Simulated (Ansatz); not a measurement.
Structure relaxation, Ta2Si

The start is a relaxed Ta2Si cell, doubled along one cell vector, shaken by Gaussian noise of σ = 0.08 Å a coordinate. A full variable-cell relaxation at zero pressure is run with r2SCAN (plane waves to 500 eV, PAW, scalar-relativistic; Ansatz, a program for electronic structure). First-step values are on the input's coarse k-mesh.

Ansatz input (later rounds restart from its end on a renewed k-mesh):
Ansatz 0.2 input:
```yaml
crystal:
  lattice:
    - [4.5552796584, 0, 0]
    - [-2.2776398292, 3.9449879055, 0]
    - [0, 0, 10.7573459274]
  atoms:
    - { symbol: Si, position: [0.342164861, 0.6533084993, 0.1297252325] }
    - { symbol: Si, position: [0.3112643711, 0.6216848096, 0.6229895116] }
    - { symbol: Si, position: [0.6568817521, 0.3063277561, 0.3621628288] }
    - { symbol: Si, position: [0.6650416902, 0.3324635941, 0.8773210228] }
    - { symbol: Ta, position: [0.0510339253, 0.0185228399, 0.0030233332] }
    - { symbol: Ta, position: [0.0247447668, 0.0108193515, 0.4995107949] }
    - { symbol: Ta, position: [-0.011922325, 0.0146738915, 0.2555629959] }
    - { symbol: Ta, position: [0.002312964, 0.0232786972, 0.7443263224] }
    - { symbol: Ta, position: [0.3150995712, 0.6388145272, 0.3721022293] }
    - { symbol: Ta, position: [0.3378002458, 0.6602160097, 0.8838477432] }
    - { symbol: Ta, position: [0.672096733, 0.3317883229, 0.1197058316] }
    - { symbol: Ta, position: [0.63996742, 0.3386491799, 0.624421258] }
basis: { ecutwfc: 500, ecutrho_ratio: 4, xc_grid: 4, fft_grid_basis: typed }
kpoints: { mp_grid: { grid: [6, 6, 3] } }
hamiltonian:
  xc: r2scan
  dispersion: none
  pseudopotentials: { kind: paw }
scf: { occupations: { method: fermi_dirac, width: 0.05 } }
relax: { f_tol: 0.01, max_steps: 100, cell: { stress_tol: 0.02 } }
output: { forces: true, stress: true }
```

### Question
What pressure does the first self-consistent step give?

### Answer
+3 GPa (positive: the cell is compressed).

### Question
By how much does the energy per atom fall from start to end?

### Answer
0.28 eV/atom.

### Question
How does the volume change?

### Answer
+2.4 %, from 16.11 to 16.50 Å³/atom.

### Question
Is the parent structure recovered?

### Answer
It does not go back: it reaches Cmcm (No. 63), 0.20 eV/atom below the parent.

### Question
How do the shortest distances between atoms change?

### Answer
The closest pairs of elements (up to four, under 3.6 Å), start → end: Si–Ta 2.42 → 2.58 Å; Ta–Ta 2.63 → 2.73 Å; Si–Si 3.59 → 3.64 Å.

### Question
What does it relax into? Give the structure.

### Answer

```cif
data_Si4Ta8
_chemical_formula_sum 'Si4 Ta8'
_space_group_name_H-M_alt 'Cmcm'
_space_group_IT_number 63
_space_group_name_Hall '-C 2c 2'
_cell_length_a 3.71283
_cell_length_b 9.75637
_cell_length_c 5.46583
_cell_angle_alpha 90.000
_cell_angle_beta 90.000
_cell_angle_gamma 90.000
loop_
_atom_site_label
_atom_site_type_symbol
_atom_site_symmetry_multiplicity
_atom_site_Wyckoff_symbol
_atom_site_fract_x
_atom_site_fract_y
_atom_site_fract_z
_atom_site_occupancy
Si1 Si 4 c 0.00000 0.62338 0.25000 1
Ta1 Ta 4 a 0.00000 0.00000 0.00000 1
Ta2 Ta 4 c 0.00000 0.30715 0.25000 1
```
(The calculation used a cell of 6 atoms; values per cell refer to that cell.)

Final values are on a 13×13×9 k-mesh of the relaxed cell. No spin polarisation in the result.

The relaxed structure here is a generated cell of Ta2Si: the first start was made by placing the elements on the sites of a structure type, and the end was not matched to a known phase here, so it may be hypothetical.
